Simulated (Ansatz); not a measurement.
# Data sheet: BaGaGeH (DFT)

BaGaGeH:
```yaml
crystal:
  lattice:
    - [4.32856, 0.00000, 0.00000]
    - [-2.16428, 3.74865, 0.00000]
    - [0.00000, 0.00000, 5.24312]
  atoms:
    - { symbol: Ba, position: [0.33333, 0.66667, 0.00259] }
    - { symbol: Ga, position: [0.00000, 0.00000, 0.54998] }
    - { symbol: Ge, position: [0.66667, 0.33333, 0.44950] }
    - { symbol: H, position: [0.00000, 0.00000, 0.87783] }
```

Space group P3m1 (No. 156); conventional cell a = b = 4.329 Å, c = 5.243 Å, α = β = 90.00°, γ = 120.00°.

Method: DFT-r²SCAN in the program Ansatz with PAW potentials. Structure relaxed to zero pressure with the same functional. Other levels are named where they apply.

Cell and energy:

| Property | Value |
|---|---|
| Volume per atom | 21.27 Å³ |
| Density | 5.48 g/cm³ |
| Formation energy from the elements (no fitted shifts) | -0.61 eV/atom |

Electronic structure:

| Item | Value |
|---|---|
| Band gap | 0.56 eV (smallest direct gap 0.57 eV) |
| Valence-band maximum | on the A–L line, 3 % of the way from A |
| Conduction-band minimum | at A |
| Electron effective mass | 0.029, 0.029, 0.28 mₑ (principal values) |
| Electron effective mass with spin–orbit coupling | 0.029, 0.029, 0.28 mₑ (principal values) |
| Weight of the conduction-edge state by species (Voronoi cells) | Ga 47 %, Ge 35 %, H 13 %, Ba 5 % |
| Hole effective mass | 0.20, 0.56, 1.3 mₑ (principal values) |
| Hole effective mass with spin–orbit coupling | 0.072, 0.072, 0.98 mₑ (principal values) |
| Weight of the valence-edge state by species (Voronoi cells) | Ge 54 %, H 21 %, Ga 15 %, Ba 11 % |
| HSE06 gap on the r²SCAN cell | 0.88 eV |
| Gap with spin–orbit coupling | 0.50 eV |

Mechanics:

| Property | Result |
|---|---|
| Bulk modulus (Birch–Murnaghan fit) | 47.7 GPa |
| Pressure derivative B′ | 4.2 |

Charges:

| Item | Value |
|---|---|
| Bader charges | Ba +1.31, Ga +0.27, Ge -1.00, H -0.58 e |

The first step of the workflow began from a Materials Project structure, measured or hypothetical; the Crystallography Open Database files this formula in space group No. 156, but the cells were not matched. Its standing as an ambient phase is unchecked. The cell was relaxed with r²SCAN under the symmetry of its start; whether a distortion lowers the energy is not shown. The references are the lowest solids computed at this level, not always the standard phases (solids in place of the gases). Spin–orbit coupling is left out wherever it is not named.

Potentials: the later of the program's two PAW sets.
